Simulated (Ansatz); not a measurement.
**Ti4O5: a vibration from a frozen displacement**

Computed with DFT PBEsol, scalar-relativistic, plane waves, PAW (Ansatz 0.2.0). Settings: plane waves to 420 eV, k-mesh 12×12×12 (Γ-centred), Gaussian smearing 0.15 eV. No spin polarisation. Energies are free energies at this smearing, counted from the undisturbed cell; pressure is positive in compression.

The undisturbed cell (relaxed at this level; it needn't be the usual structure):

```
CELL_PARAMETERS angstrom
-3.27198 3.27198 2.06155
3.27198 -3.27198 2.06155
3.27198 3.27198 -2.06155
ATOMIC_POSITIONS crystal
Ti 0.60705 0.21536 0.82241
Ti 0.21536 0.39295 0.60831
Ti 0.78464 0.60705 0.39169
Ti 0.39295 0.78464 0.17759
O 0.90809 0.30756 0.21565
O 0.30756 0.09191 0.39947
O 0.69244 0.90809 0.60053
O 0.09191 0.69244 0.78435
O 0.50000 0.50000 0.00000
```

Every O atom is moved by x along the Cartesian unit vector (1.000, 0.000, 0.000); the cell and all other atoms stay fixed. The cell's volume is 88.28 Å³; the moved atoms weigh 79.995 u together and the others 191.468 u. Some rows repeat others by symmetry and weren't run.

```
  x (Å)  ΔE (meV/cell) total force on the moved atoms along the move (eV/Å) pressure (GPa)
-0.5000        8445.99                                               40.3671         44.9921
-0.4375        6179.71                                               32.3920         33.8536
-0.3750        4369.30                                               25.7651         24.5242
-0.3125        2935.35                                               20.2732         16.8495
-0.2500        1821.34                                               15.4407         10.6792
-0.1875         997.41                                               11.0082          5.9631
-0.1250         434.74                                                7.0686          2.6475
-0.0625         107.27                                                3.4490          0.6766
 0.0000           0.00                                                0.0000          0.0238
 0.0625         107.27                                               -3.4490          0.6766
 0.1250         434.74                                               -7.0686          2.6475
 0.1875         997.41                                              -11.0082          5.9631
 0.2500        1821.34                                              -15.4407         10.6792
 0.3125        2935.35                                              -20.2732         16.8495
 0.3750        4369.30                                              -25.7651         24.5242
 0.4375        6179.71                                              -32.3920         33.8536
 0.5000        8445.99                                              -40.3671         44.9921
```

Task: What frequency belongs to this motion?

Result: The force constant is k = −dF/dx = 55.184 eV/Å², from the parabola through x = -0.0625, 0 and 0.0625. In every cell the moved atoms swing against the rest, so the mass is μ = m₁m₂/(m₁ + m₂) = 56.422 u, and ν̃ = 521.5 cm⁻¹ × √(|k|/μ) = 516 cm⁻¹. The pattern needn't be a normal mode: ν̃² is then a weighted mean of the squared nonzero frequencies at the zone centre of this cell, so it lies between the lowest and the highest of them.

Task: How far does the harmonic law reach?

Result: At x = -0.500 Å, kx²/2 = 6898.00 meV against the computed 8445.99 meV (+22.4 %): the well stiffens in this direction at large amplitude.

Task: The pressure changes with x². What does that say about the frequency under compression?

Result: With E = k(V)x²/2, k ∝ V^(−2γ) and x scaling with the cell as V^(1/3), P − P0 = −∂E/∂V = (2γ − 2/3) ΔE/V. At x = 0.1250 Å, V(P − P0) = 88.28 × 2.62376 / 160.2 eV = 1445.73 meV and ΔE = 434.74 meV, so γ = 1/3 + V(P − P0)/(2ΔE) = 2.00. This is the Grüneisen parameter of the motion under uniform scaling of the cell: shrinking the cell evenly by 1 % in volume raises the frequency by about 2.00 %.

No gap shows at this level, though a semilocal functional can close a small gap that the real compound has; without a gap these slopes depend on the k mesh and the smearing.